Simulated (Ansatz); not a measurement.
Zn:
```cif
data_Zn2
_chemical_formula_sum 'Zn2'
_space_group_name_H-M_alt 'P63/mmc'
_space_group_IT_number 194
_space_group_name_Hall '-P 6c 2c'
_cell_length_a 2.59632
_cell_length_b 2.59632
_cell_length_c 4.97790
_cell_angle_alpha 90.000
_cell_angle_beta 90.000
_cell_angle_gamma 120.000
loop_
_atom_site_label
_atom_site_type_symbol
_atom_site_symmetry_multiplicity
_atom_site_Wyckoff_symbol
_atom_site_fract_x
_atom_site_fract_y
_atom_site_fract_z
_atom_site_occupancy
Zn1 Zn 2 c 0.33333 0.66667 0.25000 1
```

Relaxed at zero pressure with plane-wave PAW r²SCAN (Ansatz code).

**Question.** The volume is raised by 9 % and shape and atoms relax at that volume. What pressure results, and how do the axes share the change?

**Answer.** -4.6 GPa; a 1.0 %, b 1.0 %, c 6.9 %; the energy rises by 21 meV/atom.

**Question.** Give the new structure.

**Answer.** 
Space group P6₃/mmc (No. 194); a = b = 2.622 Å, c = 5.321 Å, α = β = 90.00°, γ = 120.00°

```csv
atom,site,symmetry,x,y,z
Zn,2c,-6m2,0.3333,0.6667,0.2500
```

The phase is kept; no other phase was compared at this pressure.

Space group P6_3/mmc (hcp (Mg type)). The r²SCAN relaxation kept the symmetry of its start; of distortions, only those at the zone centre were tested. Axis ratios of metals converge slowly with the k-mesh, so a and c are less sure than the volume.

Potentials: the earlier of the program's two PAW sets.
